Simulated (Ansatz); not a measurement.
An input for the plane-wave PAW code Ansatz:

```yaml
crystal:
  lattice:
    - [3.1716458365, 0.0, 0.0]
    - [0.0, 3.1716458365, 0.0]
    - [0.0, 0.0, 3.1716458365]
  atoms:
    - { symbol: Zn, position: [0.5, 0.5, 0.5] }
    - { symbol: Au, position: [0.0, 0.0, 0.0] }
basis:
  ecutwfc: 420
  ecutrho_ratio: 4
kpoints:
  mp_grid: { grid: [10, 10, 10] }
hamiltonian:
  xc: pbesol
scf:
  occupations: { method: gaussian, width: 0.05 }
output:
  forces: true
  stress: true
  eigenvalues: true
```

Launched as:
```sh
ansatz run input.yaml --threads 4 --pin off --max-ram 7168MiB --backend cpu --events-out ev --progress --plain --runs-dir out
```

The chain of runs began from a cell as deposited in COD, expanded in volume.

Problem. About how long does the run take on 4 threads of Intel(R) Xeon(R) Platinum 8259CL CPU @ 2.50GHz (Skylake/Cascade Lake), on a shared host, and how much memory does it need?

Solution. About 0.84 s, with a peak of 0.38 GiB.

What the program printed, in part:

```
Pseudopotentials: kind: paw
Pseudopotential: Zn, paw, valence charge 12, recommended cutoff 420 eV (normal), Zn.paw.azcp
Pseudopotential: Au, paw, valence charge 19, recommended cutoff 420 eV (normal), Au.paw.azcp
Crystal: 2 atoms, lattice volume = 31.905 Å³
Basis set: ecut = 420 eV, 619 PW (Γ), exchange–correlation on 48×48×48 points (8 copies of the dense FFT grid, shifted against one another)
Bands: 20, of which v1, the nominal top of the filled ones, is band 16 counted from 1 (15 counted from 0)
Symmetry: 48 space group operations
Space group: Pm-3m (ITA 221), of the structure as read, at distance tolerance 3.2e-5 Å
k-points: 56 of 1000
Initial density: superposition of atomic densities (neutral atoms: chi_scale 0, normalization atom), corrected by the library's trained network
Initial wavefunctions: pseudopotential atomic-orbital guess
Functional: x = pbesol(κ = 0.804, μ = 0.12346), c = pbesol(β = 0.046)
```

```
SCF iter   1: F=—  HF=-16288.433430 eV  |F-HF|=—  |Δ(HF+E_count)|=         —  Δρ=5.07e-3  dr2=5.51e-3
SCF iter   2: F=—  HF=-16288.433013 eV  |F-HF|=—  |Δ(HF+E_count)|=   4.17e-4  Δρ=1.90e-3  dr2=6.77e-4
SCF iter   3: F=—  HF=-16288.432658 eV  |F-HF|=—  |Δ(HF+E_count)|=   3.56e-4  Δρ=8.08e-4  dr2=5.55e-5
SCF iter   4: F=—  HF=-16288.432669 eV  |F-HF|=—  |Δ(HF+E_count)|=   1.11e-5  Δρ=3.18e-4  dr2=3.20e-5
SCF iter   5: F=—  HF=-16288.432658 eV  |F-HF|=—  |Δ(HF+E_count)|=   1.04e-5  Δρ=4.02e-5  dr2=1.90e-7
SCF iter   6: F=-16288.432658 eV  HF=-16288.432658 eV  |F-HF|=1.30e-8  |Δ(HF+E_count)|=   9.66e-8  Δρ=1.41e-5  dr2=2.25e-8
```

```
SCF 1 converged in 6 iterations: F = -16288.432658 eV  dr2 = 2.25e-8
SCF converged after 6 iterations
Free energy (F): -16288.432658 eV
E sigma→0 (E₀):  -16288.432291 eV
Entropy (-TS):   -0.000735 eV (-0.367 meV/atom)
Fermi energy:    16.369294 eV
--- Per-component energies (eV) ---
  E_band       = -185.515205
  E_kinetic    = 735.363247
  E_local      = -3303.768071  (includes V_loc(G=0)·N_el)
  E_nonlocal   = 690.754330
  E_hartree    = 1389.259145
  E_xc         = -362.680834
  E_vxc        = -327.695793  (∫ρ·V_xc dr)
  E_paw        = -11355.725746  (= ΣΔE_a)
  E_vpaw       = -758.687458  (= ΣTr[D̂ρ^β])
  E_aug_tail   = 0.000963  (compensation charges beyond the density's cutoff)
  E_ewald      = -4082.741792
  E_core_change = 1.106834  (= ΣΔE_core)
  E_smearing   = -0.000735  (= −TS)
--- Forces (eV/Å), atoms counted from 1 ---
  atom   1  Zn     0.00000000     0.00000000     0.00000000
  atom   2  Au     0.00000000     0.00000000     0.00000000
--- Stress (GPa, compression-positive) ---
       -5.410586       0.000000       0.000000
        0.000000      -5.410586       0.000000
        0.000000       0.000000      -5.410586
  P = ⅓ Tr σ = -5.4106 GPa (-54.106 kbar)
```

In short (PBEsol): pressure -5.4 GPa, gap on the mesh zero (metallic).

No spin–orbit coupling, a notable omission for heavy elements.
